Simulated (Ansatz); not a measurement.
PbS (zinc blende, space group No. 216), a = b = c = 6.601 Å, α = β = γ = 90.00°; the cell used has 2 atoms.

Relaxed with r²SCAN.

Question: Give the optical modes at the zone centre with their infrared and Raman activity from DFPT, plane-wave PAW r²SCAN (Ansatz code).

Answer: Transverse frequencies, without the LO–TO term; a row sums one degenerate level.

```csv
ω (cm⁻¹),degeneracy,IR ((D/Å)²/amu),Raman (Å⁴/amu),activity,symmetry
174,3,14.90,1600,IR+Raman,T2
```

Question: How high does the top mode go among those that the LO–TO term moves?

Answer: 230 cm⁻¹ for q along x.

Space group F-43m (zinc blende). The cell is a constructed one: a structure type filled with these elements; neither database checked (COD, Materials Project) lists it. It is not the phase usual at ambient conditions (space group No. 225). The cell was relaxed with r²SCAN under the symmetry of its start. At this level the phase is dynamically unstable (imaginary phonons). Scalar-relativistic: spin–orbit coupling is off unless named, which matters more the heavier the elements.

Potentials: the later of the program's two PAW sets.
